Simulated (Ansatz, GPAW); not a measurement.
This is a calculation of InSb3 for Ansatz 0.2.0. Atoms were shifted at random by some hundredths of an Å from the given cell, which wasn't relaxed again for these runs. The cell comes from a database or a generator and needn't be the stable form of this composition.

File input.yaml:

```yaml
crystal:
  lattice:
    - [4.806367, 0.0, 0.0]
    - [0.0, 4.806367, 0.0]
    - [0.0, 0.0, 4.806367]
  atoms:
    - { symbol: Sb, position: [0.510502, 0.488691, -0.006253] }
    - { symbol: Sb, position: [0.000296, 0.508456, 0.504192] }
    - { symbol: Sb, position: [0.500957, -0.001292, 0.500491] }
    - { symbol: In, position: [-0.004256, -0.002761, 0.004105] }
kpoints:
  mp_grid: { grid: [6, 6, 6] }
scf:
  occupations: { method: fermi_dirac, width: 0.05 }
hamiltonian:
  xc: pbesol
  pseudopotentials: { kind: all_electron, lapw: { basis_error: 0.001 } }
output:
  forces: true
  stress: true
  eigenvalues: true
  populations: true
```

Potentials or basis: all-electron LAPW, scalar-relativistic.

The run is started by

```bash
$ ansatz run input.yaml --threads 2 --pin off --max-ram 8192MiB --backend cpu --events-out ev --progress --plain --runs-dir out
```

Task: Set up the same calculation for GPAW 26.7.0 (ASE script). Potentials or basis there: PAW data sets generated for this functional, cutoff 600 eV.

Result: As run (cutoffs and basis follow the program's own potentials, and thresholds, step limits or extra output files can differ):

File run.py:

```python
from ase import Atoms
from ase.dft.bandgap import bandgap
from ase.io import write
from ase.units import GPa
from ase.parallel import parprint
from gpaw import GPAW, PW, setup_paths

setup_paths.insert(0, '.')

atoms = Atoms(['Sb', 'Sb', 'Sb', 'In'],
              cell=[[4.806367, 0.0, 0.0],
                    [0.0, 4.806367, 0.0],
                    [0.0, 0.0, 4.806367]],
              scaled_positions=[[0.510502, 0.488691, -0.006253],
                                [0.000296, 0.508456, 0.504192],
                                [0.500957, -0.001292, 0.500491],
                                [-0.004256, -0.002761, 0.004105]],
              pbc=True)

calc = GPAW(mode=PW(600),
            xc='PBEsol',
            kpts={'size': (6, 6, 6), 'gamma': True},
            occupations={'name': 'fermi-dirac', 'width': 0.05},
            nbands=45,
            convergence={'density': 1e-05, 'energy': 1e-05},
            maxiter=150,
            txt='gpaw.txt')
atoms.calc = calc
energy = atoms.get_potential_energy()
forces = atoms.get_forces()
stress = atoms.get_stress()
calc.write('gs.gpw')
write('result.traj', atoms)
parprint(f'Energy: {energy:.6f} eV')
parprint('Forces (eV/A):')
parprint(forces.round(4))
parprint('Stress (GPa):', (stress / GPa).round(3))
parprint('Fermi level:', round(calc.get_fermi_level(), 4), 'eV')
parprint(f'Gap: {bandgap(calc)[0]:.4f} eV, direct: {bandgap(calc, direct=True)[0]:.4f} eV')
```

Potentials or basis: PAW data sets generated in the run's folder for this functional, pw.

Launch:

```sh
$ gpaw-setup -f PBEsol In Sb
$ OMP_NUM_THREADS=1 mpirun -n 4 gpaw python run.py
```

Both were run:

|  | Ansatz | GPAW |
| --- | --- | --- |
| Pressure | -2.6 GPa | -2.9 GPa |
| Largest force | 0.078 eV/Å | 0.075 eV/Å |

Where Ansatz's input types no cutoff or centring, it takes its own default and a Γ-centred mesh.

Pressure is positive in compression.
